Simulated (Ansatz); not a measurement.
Polymorphs of InAgTe2, each relaxed with HSE06 in the plane-wave PAW code Ansatz:

A: R-3m
a = b = 4.2388 Å, c = 20.9652 Å, α = β = 90.00°, γ = 120.00°

```csv
atom,site,symmetry,x,y,z
In,3a,-3m,0.0000,0.0000,0.0000
Ag,3b,-3m,0.0000,0.0000,0.5000
Te,6c,3m,0.0000,0.0000,0.2504
```

B: chalcopyrite (I-42d)
a = 6.5325 Å, b = 6.5325 Å, c = 12.8280 Å, α = 90.00°, β = 90.00°, γ = 90.00°

```
atom  site  symmetry       x       y       z
----  ----  --------  ------  ------  ------
In      4b      -4..  0.0000  0.0000  0.5000
Te      8d       .2.  0.2498  0.2500  0.1250
Ag      4a      -4..  0.0000  0.0000  0.0000
```

Problem. Put the candidates in order of energy per atom at 0 K, lowest first, for HSE06.

Solution. B (+0 meV/atom), A (+165 meV/atom)

Problem. Give each one's gap.

Solution. A no gap; B 0.98 eV.

Built on a structure type that need not be the filed one of that space group: A. Standing as an ambient phase not checked: A. All cells were relaxed under the symmetry of their starts (and spin orders); stability against distortions was not tested throughout. Rows with no word on spin ran without spin polarisation. Scalar-relativistic: spin–orbit coupling is off unless named, which matters more the heavier the elements.

Potentials: the later of the program's two PAW sets.
